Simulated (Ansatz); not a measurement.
The slice is one period of a {100} plane through atoms; its size isn't given.

The numbers are results of PBE (plane waves to 420 eV, PAW, scalar-relativistic; Ansatz, an electronic-structure program), not measurements. Inside the PAW spheres the values are not all-electron values, and peaks at nuclei hang on which shells count as valence.

```
|@@@%#*+==-----------==+*#%@@|
|@@%%#*+==-----------==+*#%%@|
|%%%#*++=-------------=++*#%%|
|###**+==---:::::::---==+**##|
|***++==---:::::::::---==++**|
|++++==---:::::::::::---==+++|
|=====---:::.......:::---====|
|===----:::.........:::----==|
|------:::...........:::-----|
|-----:::....     ....:::----|
|----:::....       ....:::---|
|----:::...         ...:::---|
|----:::...         ...:::---|
|----:::...         ...:::---|
|----:::...         ...:::---|
|----:::...         ...:::---|
|----:::....       ....:::---|
|-----:::....     ....:::----|
|------:::...........:::-----|
|===----:::.........:::----==|
|=====---:::.......:::---====|
|++++==---:::::::::::---==+++|
|***++==---:::::::::---==++**|
|###**+==---:::::::---==+**##|
|%%%#*++=-------------=++*#%%|
|@@%%#*+==-----------==+*#%%@|
|@@@%#*+==-----------==+*#%@@|
|@@@%#*+==-----------==+*#%@@|
```
Scale: ten equal steps from -1.97 (start of ' ') to 1.12 (end of '@'), in the order ' .:-=+*#%@'. Values: log₁₀ of the valence density in e/Å³. The map has 28 points along u (one character each, u = 0 at the left) and 28 along v (v = 0 in the bottom row). The scale is logarithmic, as a density can span decades between atoms and voids.

```
|xxxx355456899999998654553xxx|
|xxx24554567899999876545542xx|
|xx2355445677888887765445532x|
|3345554456666666666654455543|
|5555544455555555555554445555|
|5554444444333333333444444455|
|4444444433222222222334444444|
|5555554322111111111223455555|
|7766654321100000001123456667|
|8877653211000000000112356778|
|9987653210000000000012356789|
|9998653210000000000012356899|
|9998653210000000000012356899|
|9998653210000000000012356899|
|9998653210000000000012356899|
|9998653210000000000012356899|
|9987653210000000000012356789|
|8877653211000000000112356778|
|7766654321100000001123456667|
|5555554322111111111223455555|
|4444444433222222222334444444|
|5554444444333333333444444455|
|5555544455555555555554445555|
|3345554456666666666654455543|
|xx2355445677888887765445532x|
|xxx24554567899999876545542xx|
|xxxx355456899999998654553xxx|
|xxxx355457899999998754553xxx|
```
Scale: ten equal steps from 0.01 (start of '0') to 0.46 (end of '9'), in the order '0123456789'. Values: electron localisation function (ELF). The map has 28 points along u (one character each, u = 0 at the left) and 28 along v (v = 0 in the bottom row). Points within 0.5 Å of a nucleus are blanked (x), as the pseudised field means little there.

**Question.** Which relaxed crystal do these maps come from?
A) ZnS (zinc blende)
B) BeSe (zinc blende)
C) InAs (zinc blende)

**Answer.** C, InAs (zinc blende). Atoms on the slice: In at (0.00, 0.00)

All were relaxed with their symmetry unable to fall. At this level the bands of InAs touch or barely overlap; measurements give the solid a gap.
